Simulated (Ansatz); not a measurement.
## YSn3, one cell by several methods

```yaml
crystal:
  lattice:
    - [4.66600, 0.00000, 0.00000]
    - [0.00000, 4.66600, 0.00000]
    - [0.00000, 0.00000, 4.66600]
  atoms:
    - { symbol: Y, position: [0.00000, 0.00000, 0.00000] }
    - { symbol: Sn, position: [0.00000, 0.50000, 0.50000] }
    - { symbol: Sn, position: [0.50000, 0.00000, 0.50000] }
    - { symbol: Sn, position: [0.50000, 0.50000, 0.00000] }
```

Atoms are numbered in the order listed.

The cell is COD entry 4343790, as deposited and not checked against the literature; nothing was relaxed.

Spin polarisation is left out, and whether a magnetic state lies lower isn't shown here.

No spin–orbit coupling, which matters for the heavy atoms here.

Levels of theory: DFT, PBEsol, PAW with Ansatz's default frozen-core files, scalar-relativistic (Ansatz 0.2.0); DFT, PBEsol, all-electron LAPW, scalar-relativistic (Ansatz 0.2.0).

For PAW: a Γ-centred 8×8×8 k mesh, Fermi–Dirac smearing of 0.05 eV, cutoff 420 eV, no spin polarisation; the PAW files were made with PBE, and the program remakes their frozen cores for this functional. LAPW targets a basis error of 1 meV/atom. The Ansatz runs share mesh, smearing and spin set-up. Plane-wave (PAW) pressures include the program's estimate of the Pulay term.

Stress and pressure are positive in compression.

Levels count from the Fermi level.

PAW results:

```csv
quantity,PAW
pressure (GPa),-0.84
highest filled level at M (eV),-0.122
lowest empty level at M (eV),0.548
highest filled level at R (eV),-3.741
lowest empty level at R (eV),0.675
highest filled level at Γ (eV),-3.136
lowest empty level at Γ (eV),1.250
```

Problem. What does full-potential LAPW give for the same quantities?

Solution. 
| quantity | LAPW |
| --- | --- |
| pressure (GPa) | -0.83 |
| highest filled level at M (eV) | -0.120 |
| lowest empty level at M (eV) | 0.548 |
| highest filled level at R (eV) | -3.741 |
| lowest empty level at R (eV) | 0.674 |
| highest filled level at Γ (eV) | -3.136 |
| lowest empty level at Γ (eV) | 1.250 |
